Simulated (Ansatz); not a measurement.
A plane-wave DFT run in Ansatz 0.2.0 (scalar-relativistic PAW potentials unless the input names others): input and command.

```yaml
crystal:
  lattice:
    - [4.4829267076, 0.0, 0.0]
    - [0.0, 4.4829267076, 0.0]
    - [0.0, 0.0, 4.4829267076]
  atoms:
    - { symbol: Re, position: [0.0, 0.0, 0.0] }
    - { symbol: Sb, position: [0.0, 0.5, 0.5] }
    - { symbol: Sb, position: [0.5, 0.0, 0.5] }
    - { symbol: Sb, position: [0.5, 0.5, 0.0] }
basis:
  ecutwfc: "40 Ry/bohr"
kpoints:
  mp_grid: { grid: [10, 10, 10] }
hamiltonian:
  xc: pbe
scf:
  occupations: { method: gaussian, width: 0.1 }
  max_iter: 75
output:
  forces: true
  eigenvalues: true
  stress: true
```

```bash
ansatz run input.yaml --threads 1 --pin off --max-ram 2560MiB --backend cpu --events-out ev --progress --plain --runs-dir out
```

Q: What is wrong with this input?

A: The program refuses it, because of a cutoff in the wrong unit (basis.ecutwfc: 420 → "40 Ry/bohr"). With the sound run's settings it is accepted.

Abridged log:
```
Error: YAML parse error: error: line 12 column 12: unknown unit factor `Ry/bohr`
  --> <input>:12:12
   |
10 |     - { symbol: Sb, position: [0.5, 0.5, 0.0] }
11 | basis:
12 |   ecutwfc: "40 Ry/bohr"
   |            ^ unknown unit factor `Ry/bohr`
13 | kpoints:
14 |   mp_grid: { grid: [10, 10, 10] }
   |
```